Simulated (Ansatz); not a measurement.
## InGa$_{5}$P$_{6}$ (P-4m2) at 2 levels of theory

One geometry, relaxed with PBE; plane waves with PAW potentials in Ansatz, scalar-relativistic. No spin polarisation. Gaps are the least over mesh and band path; pressure is positive in compression.

Space group P-4m2 (No. 115). a = 3.941 Å, b = 3.941 Å, c = 16.797 Å, α = 90.00°, β = 90.00°, γ = 90.00°
```tsv
atom	site	symmetry	x	y	z
In	1c	-4m2	0.5000	0.5000	0.5000
Ga	2e	2mm.	0.0000	0.0000	0.6755
Ga	2f	2mm.	0.5000	0.5000	0.1622
Ga	1a	-4m2	0.0000	0.0000	0.0000
P	2g	2mm.	0.5000	0.0000	0.4048
P	2g	2mm.	0.0000	0.5000	0.2433
P	2g	2mm.	0.5000	0.0000	0.0811
```

```csv
level,cutoff (eV),k mesh,gap (eV),pressure (GPa)
PBE,420,8×8×2,1.24,0.0
```

Question: What comes out on the same cell with LDA?

Answer:
| level | cutoff (eV) | k mesh | gap (eV) | pressure (GPa) |
| --- | --- | --- | --- | --- |
| LDA | 420 | 8×8×2 | 1.02 | -4.8 |

The structure comes from a generated guess; another structure or a mixture of phases may lie lower.
